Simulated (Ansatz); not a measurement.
# Two states of Sr2Fe6P5

```
Sr Fe P
1.0
     0.00000    4.02068    0.00000
     4.02068    0.00000    0.00000
     2.01034    2.01034  -12.03889
Sr Fe P
2 6 5
Direct
  0.35112 0.35112 0.29776
  0.64888 0.64888 0.70224
  0.05213 0.55213 0.89574
  0.55213 0.05213 0.89574
  0.94787 0.44787 0.10426
  0.44787 0.94787 0.10426
  0.75000 0.25000 0.50000
  0.25000 0.75000 0.50000
  0.50000 0.50000 0.00000
  0.10411 0.10411 0.79178
  0.89589 0.89589 0.20822
  0.19803 0.19803 0.60394
  0.80197 0.80197 0.39606
```

The numbers come from plane-wave PAW DFT (Ansatz): PBE, 420 eV, 5×5×5 Γ-centred k points, fermi-dirac occupations (width 0.0139 eV). Nothing was relaxed.

State A: Fe3 down, Fe4 up, Fe5 up, Fe6 down, Fe7 up, Fe8 down (collinear spin). State B: Fe3 up, Fe4 down, Fe5 up, Fe6 down, Fe7 up, Fe8 down (collinear spin).

Compare the two self-consistent states.

State A is lower by 6.9 meV an atom at zero smearing. So small a gap isn't resolved on this mesh where a state is a metal.

```tsv
state	free energy (meV/atom)	largest moment in a small sphere (μB)	net moment (μB/cell)	gap on mesh (eV)	pressure (GPa)	largest force (eV/Å)
A	0.0	1.60	0.00	metal	-4.7	2.57
B	6.8	1.70	0.68	metal	-5.0	2.68
```

Origin: a known structure type with other elements, at an estimated volume, so it need not be a known compound. Caveats: the k mesh is coarse if the cell is a metal; atoms or cell far from equilibrium.
